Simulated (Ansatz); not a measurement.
CaMgAsO$_{4}$F:
Space group C2/c (No. 15); a = 6.6983 Å, b = 8.9442 Å, c = 7.0657 Å, α = 90.00°, β = 113.42°, γ = 90.00°

| atom | site | symmetry | x | y | z |
|---|---|---|---|---|---|
| Ca | 4e | 2 | 0.0000 | 0.3322 | 0.2500 |
| Mg | 4a | -1 | 0.0000 | 0.0000 | 0.0000 |
| As | 4e | 2 | 0.0000 | 0.6787 | 0.2500 |
| O | 8f | 1 | 0.3210 | 0.0620 | 0.0769 |
| O | 8f | 1 | 0.1133 | 0.2152 | 0.6203 |
| F | 4e | 2 | 0.0000 | 0.0818 | 0.2500 |
(The calculation used a cell of 16 atoms; values per cell refer to that cell.)

Relaxed with r²SCAN.

Q: Tabulate the valence density and the electron localisation function along the shortest As–O contact (1.69 Å), r²SCAN in the plane-wave PAW code Ansatz.

A: 

```csv
distance from As (Å),density (e/Å³),ELF
0.17,27.97,0.16
0.25,21.66,0.11
0.34,15.22,0.14
0.42,9.78,0.20
0.51,5.88,0.30
0.59,3.42,0.41
0.68,2.11,0.52
0.76,1.54,0.60
0.85,1.42,0.67
0.93,1.55,0.73
1.01,1.86,0.76
1.10,2.37,0.76
1.18,3.08,0.72
1.27,3.94,0.64
1.35,4.85,0.53
1.44,5.75,0.39
1.52,6.58,0.28
```

The density is the valence pseudo-density with augmentation charge, so density and ELF within about 1 Å of a nucleus are not all-electron values.

The workflow started from a Materials Project entry (that database holds measured and hypothetical structures alike); the Crystallography Open Database files this formula in space group No. 15, but the cells were not matched. Its standing as an ambient phase is unchecked. The r²SCAN relaxation kept the symmetry of its start; its stability against distortions is not shown here.

Potentials: the later of the program's two PAW sets.
